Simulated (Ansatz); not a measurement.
Theory: Ansatz 0.2.0, DFT PBE, scalar-relativistic, plane waves, PAW. Cutoff 420 eV, Γ-centred meshes of about 0.25 Å⁻¹ or finer for metals and 0.3 Å⁻¹ for insulators (2π included), Gaussian smearing. Collinear spin where magnetic atoms keep a moment.

Temperature and zero-point effects are left out.

Compare these two cells of NbIn₂Se₃, each relaxed at this level.

A. (no moments)

Space group R-3m:H (No. 166). a = 7.230 Å, b = 7.230 Å, c = 10.101 Å, α = 90.00°, β = 90.00°, γ = 120.00°
```tsv
atom	site	symmetry	x	y	z
Nb	3a	-3m	0.0000	0.0000	0.0000
In	6c	3m	0.3333	0.6667	0.3103
Se	9d	.2/m	0.8333	0.1667	0.1667
```

B. (no moments)

Space group P-3m1 (No. 164). a = 3.649 Å, b = 3.649 Å, c = 13.802 Å, α = 90.00°, β = 90.00°, γ = 120.00°
| atom | site | symmetry | x | y | z |
| --- | --- | --- | --- | --- | --- |
| Nb | 1b | -3m. | 0.0000 | 0.0000 | 0.5000 |
| In | 2d | 3m. | 0.3333 | 0.6667 | 0.1430 |
| Se | 2d | 3m. | 0.3333 | 0.6667 | 0.6163 |
| Se | 1a | -3m. | 0.0000 | 0.0000 | 0.0000 |

Problem. Which would you expect to be lower, and how large is the difference?

Solution. B is lower, by 176 meV/atom. A has space group R-3m (No. 166), 25.4 Å³/atom and no gap on its mesh; B has space group P-3m1 (No. 164), 26.5 Å³/atom and no gap. In A, Nb is surrounded by 6 Se at 2.68 Å; In is surrounded by 3 Se at 2.83 Å and 1 In at 2.90 Å; around Se lie 2 Nb at 2.68 Å and 2 In at 2.83 Å. In B, Nb has 6 Se at 2.65 Å; around In lie 3 Se at 2.89 Å; Se on a site of symmetry 3m has 3 Nb at 2.65 Å; 1 more site not described. Both come from trial cells of a structure search.

Weakly bound directions are ill-defined at this level, which has no dispersion term (P-3m1), and this can change margins and order among such cells. In P-3m1 an odd number of electrons in the primitive cell allows no gap without spin; a larger cell or a magnetic state could open one. A magnetic state wasn't ruled out in cells without spin, among them P-3m1. Trial moments fell under 0.15 μB along the way in R-3m; another start might hold them. Cells relaxed within their symmetry can be saddle points.
